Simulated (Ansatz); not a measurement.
Input and command of a calculation in Ansatz (plane waves; scalar-relativistic PAW potentials unless the input names others):

```yaml
crystal:
  lattice:
    - [2.02497438, 0.0, 0.0]
    - [-1.01248719, 1.75367925, 0.0]
    - [0.0, 0.0, 3.24612221]
  atoms:
    - { symbol: Al, position: [0.6666666667, 0.3333333333, 0.75] }
    - { symbol: Al, position: [0.3333333333, 0.6666666667, 0.25] }
basis:
  ecutwfc: 420
kpoints:
  mp_grid: { grid: [24, 24, 14] }
hamiltonian:
  xc: pbesol
scf:
  occupations: { method: gaussian, width: 0.15 }
  max_iter: 75
output:
  forces: true
  eigenvalues: true
  stress: true
```

```bash
ansatz run input.yaml --threads 1 --pin off --max-ram 2560MiB --backend cpu --events-out ev --progress --plain --runs-dir out
```

Abridged log:
```
Basis set: ecut = 420 eV, 233 PW (Γ), exchange–correlation on 30×30×48 points (8 copies of the dense FFT grid, shifted against one another)
Bands: 7, of which v1, the nominal top of the filled ones, is band 3 counted from 1 (2 counted from 0)
Symmetry: 24 space group operations
k-points: 488 of 8064
SCF iter   1: F=—  HF=-1030.673467 eV  |F-HF|=—  |Δ(HF+E_count)|=         —  Δρ=4.95e-2  dr2=1.63e-1  ethr=1.77e-3  ⟨swp⟩=7.4  Hψ=35050  notcnv=0  defer=1
SCF iter   2: F=—  HF=-1030.532960 eV  |F-HF|=—  |Δ(HF+E_count)|=   1.41e-1  Δρ=4.33e-3  dr2=7.68e-4  ethr=1.77e-3  ⟨swp⟩=3.6  Hψ=10616  notcnv=0  defer=112
SCF iter   3: F=—  HF=-1030.532835 eV  |F-HF|=—  |Δ(HF+E_count)|=   1.25e-4  Δρ=1.03e-3  dr2=2.37e-5  ethr=1.28e-5  ⟨swp⟩=2.8  Hψ=5343  notcnv=0  defer=111
SCF iter   4: F=—  HF=-1030.532825 eV  |F-HF|=—  |Δ(HF+E_count)|=   9.55e-6  Δρ=9.17e-5  dr2=2.05e-7  ethr=3.95e-7  ⟨swp⟩=2.4  Hψ=4667  notcnv=0  defer=111
SCF iter   5: F=-1030.532826 eV  HF=-1030.532826 eV  |F-HF|=1.49e-10  |Δ(HF+E_count)|=   5.31e-7  Δρ=3.86e-6  dr2=2.88e-10  ethr=3.42e-9  ⟨swp⟩=3.2  Hψ=5931  notcnv=0  defer=111
SCF iter   6: F=-1030.532826 eV  HF=-1030.532826 eV  |F-HF|=3.18e-12  |Δ(HF+E_count)|=   8.39e-8  Δρ=2.62e-7  dr2=4.34e-12  ethr=4.81e-12  ⟨swp⟩=8.6  Hψ=27322  notcnv=0
SCF 1 converged in 6 iterations: F = -1030.532826 eV  dr2 = 4.34e-12
SCF converged after 6 iterations
Free energy (F): -1030.532826 eV
Harris-Foulkes:  -1030.532826 eV  (|F-HF|=3.18e-12)
Internal energy: -1030.528290 eV  (E = F + TS)
E sigma→0 (E₀):  -1030.530558 eV
Entropy (-TS):   -0.004536 eV (-2.268 meV/atom)
Fermi energy:    24.076807 eV
--- Forces (eV/Å), atoms counted from 1 ---
  atom   1  Al     0.00000000     0.00000000     0.00000000
  atom   2  Al     0.00000000     0.00000000     0.00000000
--- Stress (GPa, compression-positive) ---
      660.195108       0.000000       0.000000
        0.000000     660.195108       0.000000
        0.000000       0.000000     671.544584
  P = ⅓ Tr σ = 663.9783 GPa (6639.783 kbar)
```

**Question.** The run was meant for a cell not far from equilibrium. Find the fault.

**Answer.** The fault is a lattice far too small (lattice vectors times 0.700). Setting it back cures it. The run converged all the same, with an energy at zero smearing 9.2 eV/atom above the reference's, pressure 663.98 GPa, largest force 0.000 eV/Å, no gap on the mesh, so convergence alone doesn't show that an input is right. A reference run of the cell with lattice vectors 2.8928 0.0000 0.0000; -1.4464 2.5053 0.0000; 0.0000 0.0000 4.6373 Å and the atoms in their places converged with pressure -2.13 GPa, largest force 0.000 eV/Å, no gap on the mesh.

Time: 3.7 s on 1 thread of Arm Neoverse V2, with other jobs on the host, peak memory 0.3 GiB.